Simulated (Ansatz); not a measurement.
Here is the system:

Sr3Al2Ge4:
```
Sr3Al2Ge4
1.0
    6.35365     2.09155     0.00000
   -6.35365     2.09155     0.00000
   -3.09682     0.00000     8.31827
Sr Al Ge
3 2 4
Direct
  0.60510   0.39490   0.68624
  0.39490   0.60510   0.31376
  0.00000   0.00000   0.00000
  0.70536   0.29464   0.35094
  0.29464   0.70536   0.64906
  0.71197   0.28803   0.05565
  0.28803   0.71197   0.94435
  0.89219   0.10781   0.60874
  0.10781   0.89219   0.39126
```

This is the r²SCAN-relaxed structure.

All from DFT-r²SCAN in the program Ansatz with PAW potentials, unless another level is named. Estimate the electronic character.

no gap, with almost no states at the Fermi level (zero-gap or semimetallic).

And the formation energy from the elements (no fitted shifts)?

-0.60 eV/atom.

Space group C2/m. The first step of the workflow began from a Materials Project structure, measured or hypothetical; the Crystallography Open Database copy checked does not list it. Whether it is the stable phase at ambient conditions was not checked. Symmetry was held in the r²SCAN relaxation; its stability against distortions is not shown here. The references are the lowest solids computed at this level, not always the standard phases. Scalar-relativistic: spin–orbit coupling is off unless named, which matters more the heavier the elements.

Potentials: the later of the program's two PAW sets.
